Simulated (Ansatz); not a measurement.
TiSi₂ (C54 type, space group Fddd)

```xyz
6
Lattice="0.0000 4.1160 4.2609 2.3902 0.0000 4.2609 2.3902 4.1160 0.0000" Properties=species:S:1:pos:R:3 pbc="T T T"
Si     2.3902     5.4537     4.2609
Si     2.3902     2.7783     4.2609
Si     3.5853     4.8364     6.3914
Si     3.5853     7.5117     6.3914
Ti     0.0000     0.0000     0.0000
Ti     1.1951     2.0580     2.1305
```

Scan: atom 6 (Ti, nearest neighbour Si at 2.547 Å; its periodic images, 4.8 Å or more away, move with it) is displaced along Cartesian [110], direction (0.707, 0.707, 0.000) in Cartesian axes, by s. The other atoms stay.

Level of theory: r2SCAN (plane waves to 500 eV, PAW, scalar-relativistic; Ansatz, a program for electronic structure). k mesh 10×10×10 (Γ-centred), Fermi-Dirac smearing 0.05 eV. Energies are smeared free energies. Left out: 2 of 11 points, with atoms too close for the PAW data. With partly filled bands, energies and forces of such displacements shift with the k mesh and the smearing. The PAW data are Ansatz's earlier set. TiSi2 is run without spin polarisation. TiSi2 was relaxed with its symmetry unable to fall. ΔE is measured from the undisplaced structure. The last digit holds for this mesh only.

```json
[
 {"s (Å)": "-0.608", "ΔE (meV/cell)": "2481.1"},
 {"s (Å)": "-0.456", "ΔE (meV/cell)": "1324.8"},
 {"s (Å)": "-0.304", "ΔE (meV/cell)": "567.6"},
 {"s (Å)": "-0.152", "ΔE (meV/cell)": "138.5"},
 {"s (Å)": "0.000", "ΔE (meV/cell)": "0.0"},
 {"s (Å)": "0.152", "ΔE (meV/cell)": "138.5"},
 {"s (Å)": "0.304", "ΔE (meV/cell)": "567.6"},
 {"s (Å)": "0.456", "ΔE (meV/cell)": "1324.8"},
 {"s (Å)": "0.608", "ΔE (meV/cell)": "2481.1"}
]
```

Q: What force constant k = d²E/ds² at s = 0 does the table give?

A: 12 eV/Å². It is the second difference of the nearest points, corrected with the next pair.

Q: With k = 11.90 eV/Å² from the forces, is the well harmonic out to s = 0.608 Å?

A: ½ks² = 2199 meV/cell against the computed 2481 meV/cell, so the well is stiffer than harmonic there.

(A displaced cell: forces are minus the slopes of the energy, force constants its curvatures, and phonons follow from these.)
